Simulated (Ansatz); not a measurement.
Consider the following.

ScTlP₂S₇:
```
ScTlP2S7
1.0
    4.33542     4.92973     0.00000
   -4.33542     4.92973     0.00000
   -0.88151     0.00000     6.21690
Sc Tl P S
1 1 2 7
Direct
  0.55269   0.55269   0.00000
  0.16492   0.16492   0.50000
  0.10145   0.70656   0.09066
  0.70656   0.10145   0.90934
  0.35742   0.69442   0.29954
  0.69442   0.35742   0.70046
  0.57776   0.17675   0.17496
  0.17675   0.57776   0.82504
  0.03357   0.03357   0.00000
  0.87724   0.60216   0.25037
  0.60216   0.87724   0.74963
```

This is the r²SCAN+D4-relaxed structure. Tensor components refer to the Cartesian frame of this cell.

Question: All from DFT-r²SCAN+D4 in the program Ansatz with PAW potentials, unless another level is named. Estimate the formation energy from the elements (no fitted shifts).

Answer: -0.82 eV/atom.

Question: What about the electron effective mass?

Answer: 0.49, 0.67, 1.9 mₑ (principal values).

Question: Give the valence-band maximum.

Answer: at A (k = 0.000, 0.000, 0.500).

Question: Next, the weight of the valence-edge state by species (Voronoi cells)?

Answer: S 87 %, Tl 10 %, P 2 %.

Question: Predict the weight of the conduction-edge state by species (Voronoi cells).

Answer: Sc 43 %, S 42 %, P 13 %.

Space group C2. The first step of the workflow began from a Materials Project structure, measured or hypothetical; the Crystallography Open Database copy checked does not list it. Whether it is the stable phase at ambient conditions was not checked. Symmetry was held in the r²SCAN+D4 relaxation; its stability against distortions is not shown here. No spin polarisation was allowed. The references are the lowest solids computed at this level, not always the standard phases. Spin–orbit coupling is left out wherever it is not named.

Potentials: the later of the program's two PAW sets.

Edges and masses are those of Kohn–Sham bands, whose gap is no quasiparticle gap.
